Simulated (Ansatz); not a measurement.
# Data sheet: Rh (DFT)

Rh:
```yaml
crystal:
  lattice:
    - [2.66996, 0.00000, 0.00000]
    - [-1.33498, 2.31225, 0.00000]
    - [0.00000, 0.00000, 4.29902]
  atoms:
    - { symbol: Rh, position: [0.66667, 0.33333, 0.75000] }
    - { symbol: Rh, position: [0.33333, 0.66667, 0.25000] }
```

Space group P6_3/mmc (No. 194), hcp (Mg type); conventional cell a = b = 2.670 Å, c = 4.299 Å, α = β = 90.00°, γ = 120.00°.

Method: the program Ansatz at the LDA level (PAW). Geometry: relaxed at this level of theory. Other levels are named where they apply.

Cell and energy:

```
Property              Result
---------------  -----------
Volume per atom     13.27 Å³
Density          12.88 g/cm³
```

Electronic structure:

```
Property                                                                   Result
------------------------------------  -------------------------------------------
Electronic character                                            metallic (no gap)
Density of states at the Fermi level  1.5 states/eV per atom (mean over ±0.08 eV)
```

Mechanics:

```
Item                                                                                          Result
--------------------------------------------  ------------------------------------------------------
Bulk modulus (Birch–Murnaghan fit)                                                           314 GPa
Pressure derivative B′                                                                           5.1
Elastic constants (relaxed ions, GPa)         C11 = 515, C12 = 198, C13 = 219, C33 = 532, C44 = 87.5
Mechanical stability                                          stable (all eigenvalues of C positive)
Hill bulk and shear moduli                                                           315 and 124 GPa
Young's modulus                                                                              328 GPa
Poisson's ratio                                                                                 0.33
Debye temperature from the elastic constants                                                   437 K
```

Phonons:

```
Property                                        Value
-----------------------------  ----------------------
Highest zone-centre frequency                261 cm⁻¹
Zone-centre stability          no imaginary mode at Γ
```

The first step of the workflow began from a Materials Project structure, measured or hypothetical; the Crystallography Open Database copy checked does not list it. It is not the phase usual at ambient conditions (space group No. 225). The cell keeps a stress of up to 0.2 GPa. The LDA relaxation kept the symmetry of its start. No spin polarisation was allowed. As this level gives no gap, shear constants depend on the k-mesh and smearing (Fermi–Dirac, 0.1 eV here). As this level gives no gap, phonon frequencies hold no LO–TO term and depend on the k-mesh and smearing (Fermi–Dirac, 0.1 eV here). Axis ratios of metals converge slowly with the k-mesh, so a and c are less sure than the volume. On the denser mesh and wider smearing of the elastic run this cell carries a stress of 0.9 GPa. Spin–orbit coupling is left out wherever it is not named.

Potentials: the later of the program's two PAW sets.
